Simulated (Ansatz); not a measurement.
TiO2 (anatase)

```
TiO2
1.0
   -1.88893     1.88893     4.79189
    1.88893    -1.88893     4.79189
    1.88893     1.88893    -4.79189
Ti O
2 4
Direct
  0.50000   0.50000   0.00000
  0.25000   0.75000   0.50000
  0.29273   0.29273   0.00000
  0.04273   0.54273   0.50000
  0.45727   0.95727   0.50000
  0.70727   0.70727   0.00000
```

In each cell atom 2 (Ti, nearest neighbour O at 1.933 Å; its periodic images, 3.8 Å or more away, move with it) moves by s·(0.577, 0.577, 0.577) (along Cartesian [111]), the rest being held.

Level of theory: r2SCAN (plane waves to 500 eV, PAW, scalar-relativistic; Ansatz, a program for electronic structure). k mesh 10×10×10 (Γ-centred), Fermi-Dirac smearing 0.05 eV. Left out: 4 of 11 points, with atoms too close for the PAW data. F⊥ is the part of the force across the line. TiO2 is run without spin polarisation. TiO2 was relaxed with its symmetry unable to fall. 

| s (Å) | |F⊥| (eV/Å) |
|---|---|
| -0.348 | ? |
| -0.232 | 1.333 |
| -0.116 | 0.702 |
| 0.000 | 0.000 |
| 0.116 | 0.702 |
| 0.232 | 1.333 |
| 0.348 | ? |

Task: What belongs in the gaps?

Result: 
- -0.348, |F⊥| (eV/Å): 2.096
- 0.348, |F⊥| (eV/Å): 2.096

(For displaced atoms, the force is minus the slope of the energy, and its curvature is a force constant, which sets phonon frequencies.)
